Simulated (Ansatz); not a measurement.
**From the elastic tensor of B$_{2}$Ru to moduli and sound speeds**

Theory: DFT LDA, scalar-relativistic, plane waves, PAW in Ansatz 0.2.0. Plane waves to 420 eV; Γ-centred k mesh 12×8×10; Fermi-Dirac smearing of 0.15 eV. No spin polarisation.

It takes space group Pmmn (No. 59, orthorhombic). Conventional cell: a = 2.835 Å, b = 4.593 Å, c = 4.000 Å, α = 90.00°, β = 90.00°, γ = 90.00°. B (site symmetry m) has 3 B at 1.80 to 1.86 Å as nearest neighbours. Ru (site symmetry mm2) is surrounded by 8 B at 2.14 to 2.24 Å.

In a metal, frequencies and elastic constants depend on the k mesh and the smearing, soft modes and shear constants most.

Relaxed-ion constants (GPa, on the Cartesian axes of the calculation):
```
490.2 211.7 143.2   0.0   0.0   0.0
211.6 561.5 169.1   0.0   0.0   0.0
143.2 169.0 774.5   0.0   0.0   0.0
  0.0   0.0   0.0 237.4   0.0   0.0
  0.0   0.0   0.0   0.0 111.8   0.0
  0.0   0.0   0.0   0.0   0.0 186.3
```

Density 7.825 g/cm³; 6 atoms in 52.07 Å³.

The values that follow are for a polycrystal of randomly turned grains, by Hill's mean where one number stands.

With S = C⁻¹: B_V = (C11+C22+C33+2(C12+C13+C23))/9, G_V = (C11+C22+C33−C12−C13−C23+3(C44+C55+C66))/15, 1/B_R = S11+S22+S33+2(S12+S13+S23), 15/G_R = 4(S11+S22+S33−S12−S13−S23)+3(S44+S55+S66); Hill is their mean. Then v_l = √((B+4G/3)/ρ), v_t = √(G/ρ), v_m = [(2/v_t³+1/v_l³)/3]^(−1/3) and Θ = (ħ/k_B)·v_m·(6π²n/V)^(1/3) for n atoms in the volume V; E = 9BG/(3B+G), ν = (3B−2G)/(2(3B+G)) and A^U = 5G_V/G_R + B_V/B_R − 6.

| Property | Result |
| --- | --- |
| Bulk modulus, Voigt / Reuss / Hill | 319.3 / 312.6 / 316.0 GPa |
| Shear modulus, Voigt / Reuss / Hill | 193.9 / 174.9 / 184.4 GPa |
| Young's modulus | 463 GPa |
| Poisson ratio | 0.256 |
| Pugh ratio B/G | 1.71 (under 1.75, the rule of thumb for brittle) |
| Universal anisotropy index | 0.57 |
| Longitudinal and transverse sound speeds | 8474 and 4854 m/s |
| Debye temperature from the mean sound speed | 781 K |

Cost: 1 run of about 19 core-minutes, on Intel Xeon Platinum 8259CL (Skylake/Cascade Lake) (shared hosts).